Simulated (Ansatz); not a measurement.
TlSn:
```xyz
2
Lattice="3.2964 0.0000 0.0000 0.0000 3.2964 0.0000 0.0000 0.0000 5.0562" Properties=species:S:1:pos:R:3 pbc="T T T"
Tl     0.0000     0.0000     0.0000
Sn     1.6482     1.6482     2.5281
```

Relaxed with PBEsol. Special points in fractions of this cell's reciprocal vectors: Γ (0.000, 0.000, 0.000); X (0.000, 0.500, 0.000); M (0.500, 0.500, 0.000); Z (0.000, 0.000, 0.500); R (0.000, 0.500, 0.500); A (0.500, 0.500, 0.500).

List the band energies nearest the Fermi level at these points for PBEsol (plane waves, PAW; program Ansatz).

In eV from the Fermi level; about four levels below and three above (degenerate sets whole), none deeper than 8.9 eV; points with the same levels are listed once.

```json
[
 {"k": "Γ", "below": "-4.93 -3.27", "above": "3.60 3.60 7.22"},
 {"k": "X", "below": "-7.27 -6.57 -0.72 -0.06", "above": "0.66 1.25 6.54"},
 {"k": "M", "below": "-4.20 -3.33 -2.63 -2.63", "above": "2.12 2.68 2.68"},
 {"k": "Z", "below": "-8.78", "above": "3.00 4.08 4.78 4.78"},
 {"k": "R", "below": "-6.35 -5.61 -4.14 -3.60", "above": "5.78 6.53 6.73"},
 {"k": "A", "below": "-1.25 -1.25 -0.11 -0.11", "above": "1.19 1.28 11.03"}
]
```

Space group P4/mmm (L1₀ or tetragonal B2). The workflow started from an entry of the Crystallography Open Database (COD). Its standing as an ambient phase is unchecked. The cell keeps a stress of up to 0.3 GPa. Symmetry was held in the PBEsol relaxation; of distortions, only those at the zone centre were tested. Spin–orbit coupling is left out wherever it is not named.

Potentials: the later of the program's two PAW sets.
